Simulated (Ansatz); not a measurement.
Kick test of a cell of TaGe4Pt

It was reached by relaxing an invented guess, and it needn't be the stable form of this composition.

Level of theory: Ansatz 0.2.0, DFT PBE, scalar-relativistic, plane waves, PAW. Settings: cutoff 420 eV, Γ-centred mesh 10×10×6 on the computed 6-atom cell, Gaussian smearing of 0.10 eV; no spin polarisation.

The cell below (6 atoms, space group Cm (No. 8)) is relaxed within its symmetry.

```
Ta Ge Pt
1.0
     4.76426   -1.56737   -0.03451
     4.76426    1.56737   -0.03451
    -3.81032    0.00000    7.14547
Ta Ge Pt
1 4 1
Cartesian
  0.6521 0.0000 1.3674
  3.2825 0.0000 0.8106
  -0.5822 0.0000 3.8091
  6.4748 0.0000 3.2972
  2.3449 0.0000 6.3273
  4.9826 0.0000 5.6178
```

For the test a repeat of it with 12 atoms (edges 5.02, 6.27, 7.34 Å) was strained at random (σ = 1.5 % a component), the atoms were moved at random (σ = 0.10 Å), and all was relaxed again on a coarse 6×4×4 mesh (in the run’s order of axes) with 0.20 eV smearing, with no symmetry imposed.

Spin–orbit coupling, which can matter for Pt and Ta, is left out.

Problem. What happens?

Solution. It returns, within 1 meV/atom of the unmoved cell on that mesh and with the same symmetry when read at 0.1 Å. No instability shows in this cell; modes of other wave vectors, which need another repeat, aren't tested.
